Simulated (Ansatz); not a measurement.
An Ansatz (a program for electronic structure) run. Input:

Ansatz 0.2 input:
```yaml
crystal:
  lattice:
    - [0.0, 2.2627513116, 2.2627513116]
    - [2.2627513116, 0.0, 2.2627513116]
    - [2.2627513116, 2.2627513116, 0.0]
  atoms:
    - { symbol: N, position: [0.0, 0.0, 0.0] }
    - { symbol: Hf, position: [0.5, 0.5, 0.5] }
kpoints:
  mp_grid: { grid: [11, 11, 11] }
  band_path:
    path:
      - [[0.0, 0.0, 0.0], [0.5, 0.0, 0.5], [0.625, 0.25, 0.625]]  # Γ-X-U
      - [[0.375, 0.375, 0.75], [0.0, 0.0, 0.0], [0.5, 0.5, 0.5], [0.5, 0.25, 0.75], [0.5, 0.0, 0.5]]  # K-Γ-L-W-X
    npoints: 12
hamiltonian:
  xc: r2scan
  pseudopotentials: { kind: paw }
magnetization: { noncollinear: true, spin_orbit: true }
scf:
  n_extra_bands: 13
  convergence: { dr2_threshold: 0.0000000001 }
  occupations: { method: gaussian, width: 0.05 }
output: { eigenvalues: true }
```

Output (shortened):

```
Pseudopotential: N, paw_fr, valence charge 5
Pseudopotential: Hf, paw_fr, valence charge 26
Functional definition: r2SCAN
non-collinear run that drives no moment, with spin-orbit …
Crystal: 2 atoms, lattice volume = 23.171 Å³
Basis set: ecut = 500 eV, 609 PW (Γ), exchange–correlation on 96×96×96 points (64 copies of the dense FFT grid, shifted against one another)
Bands: 44, of which v1, the nominal top of the filled ones, is band 31 counted from 1 (30 counted from 0)
Symmetry: 48 space group operations + 48 with time reversal
k-points: 56 of 1331
Projection manifold: j_resolved (fully-relativistic pseudo-atomic orbitals)
iter 1 solved again at ethr=1.09e-3 eV; its pass at ethr=3.10e-3 eV (dr2=3.37e-1 eV) is discarded
SCF iter   1: F=—  HF=-16095.860461 eV  |F-HF|=—  |Δ(HF+E_count)|=         —  Δρ=5.10e-2  dr2=3.36e-1  dr2_τ=4.19e-2  dr2_m=0.00e0 (ungated)  ethr=1.09e-3  |M|=0.00e0 ∫|m|=0.00e0 μB  |m|>n=0.0e0 m-floor=0.0e0 τ_xc=0.0e0  β_m=0.30  ⟨swp⟩=1.4  Hψ=6605  notcnv=0
preconditioner: auto → Kerker (q_TF=auto, 2.864 Å⁻¹)
spin=Noncollinear: Kerker preconditioning applied to the charge; magnetization (m_x, m_y, m_z) channels mix plain (no charge-response kernel on spin).
SCF iter   2: F=—  HF=-16096.000626 eV  |F-HF|=—  |Δ(HF+E_count)|=   1.40e-1  Δρ=4.06e-2  dr2=2.20e-1  dr2_τ=4.40e-3  dr2_m=0.00e0 (ungated)  ethr=1.08e-3  |M|=0.00e0 ∫|m|=0.00e0 μB  |m|>n=0.0e0 m-floor=0.0e0 τ_xc=0.0e0  β_m=0.63  ⟨swp⟩=3.0  Hψ=2197  notcnv=0
SCF iter   3: F=—  HF=-16096.066514 eV  |F-HF|=—  |Δ(HF+E_count)|=   6.59e-2  Δρ=1.37e-2  dr2=2.16e-2  dr2_τ=1.42e-3  dr2_m=0.00e0 (ungated)  ethr=7.09e-4  |M|=0.00e0 ∫|m|=0.00e0 μB  |m|>n=0.0e0 m-floor=0.0e0 τ_xc=0.0e0  β_m=0.57  ⟨swp⟩=2.0  Hψ=2256  notcnv=0  defer=178
SCF iter   4: F=—  HF=-16096.064072 eV  |F-HF|=—  |Δ(HF+E_count)|=   2.44e-3  Δρ=5.74e-3  dr2=3.93e-3  dr2_τ=8.60e-5  dr2_m=0.00e0 (ungated)  ethr=6.97e-5  |M|=0.00e0 ∫|m|=0.00e0 μB  |m|>n=0.0e0 m-floor=0.0e0 τ_xc=0.0e0  β_m=0.79  ⟨swp⟩=2.1  Hψ=2070  notcnv=0  defer=232
SCF iter   5: F=—  HF=-16096.066913 eV  |F-HF|=—  |Δ(HF+E_count)|=   2.84e-3  Δρ=2.05e-3  dr2=1.23e-3  dr2_τ=2.39e-5  dr2_m=0.00e0 (ungated)  ethr=1.27e-5  |M|=0.00e0 ∫|m|=0.00e0 μB  |m|>n=0.0e0 m-floor=0.0e0 τ_xc=0.0e0  β_m=0.89  ⟨swp⟩=2.0  Hψ=2185  notcnv=0  defer=232
SCF iter   6: F=—  HF=-16096.067177 eV  |F-HF|=—  |Δ(HF+E_count)|=   2.64e-4  Δρ=7.20e-4  dr2=8.88e-5  dr2_τ=3.38e-6  dr2_m=0.00e0 (ungated)  ethr=3.96e-6  |M|=0.00e0 ∫|m|=0.00e0 μB  |m|>n=0.0e0 m-floor=0.0e0 τ_xc=0.0e0  β_m=0.95  ⟨swp⟩=2.0  Hψ=1786  notcnv=0  defer=232
SCF iter   7: F=—  HF=-16096.067294 eV  |F-HF|=—  |Δ(HF+E_count)|=   1.17e-4  Δρ=2.44e-4  dr2=1.10e-5  dr2_τ=6.50e-8  dr2_m=0.00e0 (ungated)  ethr=2.86e-7  |M|=0.00e0 ∫|m|=0.00e0 μB  |m|>n=0.0e0 m-floor=0.0e0 τ_xc=0.0e0  β_m=0.97  ⟨swp⟩=2.0  Hψ=1850  notcnv=0  defer=232
SCF iter   8: F=—  HF=-16096.067313 eV  |F-HF|=—  |Δ(HF+E_count)|=   1.91e-5  Δρ=5.58e-5  dr2=7.72e-7  dr2_τ=2.05e-8  dr2_m=0.00e0 (ungated)  ethr=3.55e-8  |M|=0.00e0 ∫|m|=0.00e0 μB  |m|>n=0.0e0 m-floor=0.0e0 τ_xc=0.0e0  β_m=0.99  ⟨swp⟩=2.0  Hψ=1929  notcnv=0  defer=232
SCF iter  11: F=-16096.067312 eV  HF=-16096.067312 eV  |F-HF|=1.09e-11  |Δ(HF+E_count)|=  9.46e-11  Δρ=3.38e-7  dr2=1.43e-11  dr2_τ=1.72e-12  dr2_m=0.00e0 (ungated)  ethr=1.00e-12  |M|=0.00e0 ∫|m|=0.00e0 μB  |m|>n=0.0e0 m-floor=0.0e0 τ_xc=0.0e0  ⟨swp⟩=7.3  Hψ=4685  notcnv=0
SCF 1 converged in 11 iterations: F = -16096.067312 eV  dr2 = 1.43e-11
NSCF: frozen V_eff on 74 k-points
SCF converged after 11 iterations
Magnetization: |M| = 0.0000 μB,  M = (+0.0000, +0.0000, +0.0000) μB
Absolute magnetization: 0.0000 μB (∫|m|)
  site 0: m = (+0.0000, +0.0000, +0.0000) μB, |m| = 0.0000 μB  (R = 0.93 Å)
  site 1: m = (+0.0000, +0.0000, +0.0000) μB, |m| = 0.0000 μB  (R = 0.93 Å)
Free energy (F): -16096.067312 eV
Harris-Foulkes:  -16096.067312 eV  (|F-HF|=1.09e-11)
Internal energy: -16096.066590 eV  (E = F + TS)
E sigma→0 (E₀):  -16096.066951 eV
Entropy (-TS):   -0.000722 eV (-0.361 meV/atom)
Fermi energy:    23.853997 eV
--- Per-component energies (eV) ---
  E_band       = 159.224107
  E_kinetic    = 558.270906
  E_local      = -4736.340676  (includes V_loc(G=0)·N_el)
  E_nonlocal   = -1204.828528
  E_hartree    = 2250.021187
  E_xc         = -344.534482
  E_vxc        = -380.138438  (∫ρ·V_xc dr)
  E_paw        = -7054.902945  (= ΣΔE_a)
  E_vpaw       = 1403.006826  (= ΣTr[D̂ρ^β])
  E_aug_tail   = 0.000016  (compensation charges beyond the density's cutoff)
  E_vtau       = 19.211458  (kinetic-family band-sum trace: ∫τ·v_τ [+ j·A + Jᵃ·Aᵃ] dr)
  E_ewald      = -5564.039617
  E_core_change = 0.287549  (= ΣΔE_core)
  E_smearing   = -0.000722  (= −TS)
  E_closure    =  0.000000  (closes the sum)
  Σ components = -16096.067312   (vs F -16096.067312, Δ=0.00e0)
  [band-id]    e_kinetic+e_local+e_nonlocal+2·e_hartree+e_vxc+e_vpaw+e_augmentation_tail+e_vtau = 159.223939   (vs E_band 159.224107, Δ=-1.68e-4)
--- Band table (eV; the first three rows and the last of 56) ---
  k-point 0: bands = ["-40.7128", "-40.7128", "-14.1922", "-14.1922", "-6.3689", "-6.3689", "-6.3689", "-6.3689", "5.2427", "5.2427", "9.9569", "9.9569", "9.9569", "9.9569", "9.9954", "9.9954", "11.6295", "11.6295", "11.7296", "11.7296", "11.7375", "11.7375", …
  k-point 1: bands = ["-40.7078", "-40.7078", "-14.2102", "-14.2102", "-6.4444", "-6.4444", "-6.3765", "-6.3765", "5.4289", "5.4289", "9.9591", "9.9591", "9.9597", "9.9597", "9.9952", "9.9952", "11.6359", "11.6359", "11.7297", "11.7297", "11.7364", "11.7364", …
  k-point 2: bands = ["-40.6945", "-40.6945", "-14.2588", "-14.2588", "-6.6378", "-6.6378", "-6.3969", "-6.3969", "5.9329", "5.9329", "9.9655", "9.9655", "9.9699", "9.9699", "9.9950", "9.9950", "11.6555", "11.6555", "11.7283", "11.7283", "11.7345", "11.7345", …
  k-point 55: bands = ["-40.6302", "-40.6302", "-14.4741", "-14.4741", "-7.0573", "-7.0573", "-6.8567", "-6.8567", "6.8710", "6.8710", "9.9825", "9.9825", "9.9949", "9.9949", "10.0114", "10.0114", "11.7090", "11.7090", "11.7406", "11.7406", "11.7433", …
```

Cost: around 50 core-seconds (rough) on shared cores.

Space group Fm-3m (rock salt). Symmetry was held in the r²SCAN relaxation. The run is not spin-polarised.

Potentials: the later of the program's two PAW sets.

Ansatz is a plane-wave DFT program.
